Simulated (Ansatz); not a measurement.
One crystal and one scan (generalised stacking-fault energy along a line) at two levels, PBE (plane waves to 420 eV, PAW, scalar-relativistic; Ansatz, a quantum-chemistry and plane-wave program) and r2SCAN (plane waves to 500 eV, PAW, scalar-relativistic; Ansatz), each from its own relaxed cell and on its own mesh. The cell shown is that of PBE.

NaCl (rock salt) is sheared across one {110} plane: the third cell vector gains the shift, so faults repeat every 6.0 Å. The cut lies between planes 2.01 Å apart; the cell height is held.

```
CELL_PARAMETERS angstrom
      4.02735     0.00000     0.00000
      0.00000     5.69553     0.00000
      2.01367     2.84776     6.04102
ATOMIC_POSITIONS crystal
  Cl 0.00000 0.00000 0.83333
  Cl 0.33333 0.33333 0.16667
  Cl 0.66667 0.66667 0.50000
  Na 0.00000 0.50000 0.83333
  Na 0.33333 0.83333 0.16667
  Na 0.66667 0.16667 0.50000
```

In-plane vectors a = (4.027, 0.000) Å, b = (0.000, 5.696) Å, area 22.94 Å². The shift is s times the vector b (length 5.696 Å), so s = 1 restores the start. The shift is rigid: no atom relaxes. γ = [E(shift) − E(0)] / area.

E is the zero-smearing estimate. NaCl was relaxed with its symmetry unable to fall. Faults lie only 5.9 Å apart, and holding the cell height and the atoms raises γ above its relaxed value. Faults lie only 6.0 Å apart, and holding the cell height and the atoms raises γ above its relaxed value. Percentages come from the unrounded values. Both scans cover s from 0.000 to 0.917.

| quantity | PBE | r2SCAN | PBE − r2SCAN |
|---|---|---|---|
| Lattice constant a (Å) | 5.696 | 5.608 | +0.088 (+1.6 %) |
| Highest computed γ on the line (J/m²) | 2.02 | 2.28 | -0.26 (-11 %) |
| Steepest slope dγ/d(shift) before the first maximum (spline) (GPa) | 12 | 14 | -2 |

PBE gives the higher value for: lattice constant a. PBE gives the lower value for: highest computed γ on the line. Both give the same position of the highest point: s = 0.500. Neither level is exact: the differences show how much the result hangs on the functional.

γ (J/m²), each from zero shift of its own level:

| s | PBE | r2SCAN |
|---|---|---|
| 0.000 | 0.00 | 0.00 |
| 0.083 | 0.08 | 0.09 |
| 0.167 | 0.33 | 0.36 |
| 0.250 | 0.77 | 0.85 |
| 0.333 | 1.32 | 1.47 |
| 0.417 | 1.81 | 2.04 |
| 0.500 | 2.02 | 2.28 |
| 0.583 | 1.81 | 2.04 |
| 0.667 | 1.32 | 1.47 |
| 0.750 | 0.77 | 0.85 |
| 0.833 | 0.33 | 0.36 |
| 0.917 | 0.08 | 0.09 |

(The slope of γ gives the shear force per area between the displaced halves; near zero shift its curvature is an elastic stiffness.)
